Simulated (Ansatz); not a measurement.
The calculation used Ansatz, DFT PBE, scalar-relativistic, plane waves, PAW. All cells share a 420 eV cutoff and Γ-centred k meshes spaced at most about 0.3 Å⁻¹ (about 0.25 or finer for metals, 2π included). No spin polarisation in the final relaxations.

All energies are static (0 K, no zero-point motion).

Compare these two cells of Ga₃S₂, each relaxed at this level.

A.

```
CELL_PARAMETERS angstrom
-2.60396 2.60396 3.72966
2.60396 -2.60396 3.72966
2.60396 2.60396 -3.72966
ATOMIC_POSITIONS crystal
Ga 0.50000 0.00000 0.50000
Ga 0.00000 0.50000 0.50000
Ga 0.50000 0.50000 0.00000
S 0.82110 0.82110 0.00000
S 0.17890 0.17890 0.00000
```

B.

```
CELL_PARAMETERS angstrom
4.33567 0.00000 0.00000
-2.16784 3.75480 0.00000
0.00000 0.00000 6.74951
ATOMIC_POSITIONS crystal
Ga 0.66667 0.33333 0.20723
Ga 0.66667 0.33333 0.79277
Ga 0.00000 0.00000 0.50000
S 0.00000 0.00000 0.00000
S 0.33333 0.66667 0.50000
```

Task: Which is lower in energy, and by how much?

Result: B is lower, by 70 meV/atom. A has space group I4/mmm (No. 139), 20.2 Å³/atom and no gap on its mesh; B has space group P-6m2 (No. 187), 22.0 Å³/atom and no gap. Counting S atoms around Ga (those within 1.25 times the shortest such distance or 1.15 times the sum of covalent radii, 1.27 where that leaves under three; a plus sign parts nearer from farther groups; the shortest distance is added where it exceeds 1.18 times the sum of covalent radii; a slash parts the counts of unlike sites), A has Ga 2/4+4 from 2.9 Å and B has Ga 3/3+3 from 2.9 Å. The lower one is the more open, so pressure narrows the difference. In A, around Ga on a site of symmetry mmm lie 2 Ga at 2.60 Å and 4 S at 2.93 Å; around Ga on a site of symmetry 4/mmm lie 2 S at 2.40 Å and 4 Ga at 2.60 Å; around S lie 1 Ga at 2.40 Å, 1 S at 2.67 Å and 4 Ga at 2.93 Å. In B, Ga on a site of symmetry 3m has 1 Ga at 2.80 Å, 3 S at 2.87 Å, 3 Ga at 3.19 Å and 3 S at 3.19 Å; Ga on a site of symmetry -6m2 is surrounded by 3 S at 2.50 Å, 6 Ga at 3.19 Å and 2 S at 3.37 Å; S on its first site is surrounded by 6 Ga at 2.87 Å and 2 Ga at 3.37 Å; 1 more site not described. Both come from invented guesses.

In I4/mmm, P-6m2 an odd number of electrons in the primitive cell allows no gap without spin; a larger cell or a magnetic state could open one. Cells relaxed within their symmetry can be saddle points.
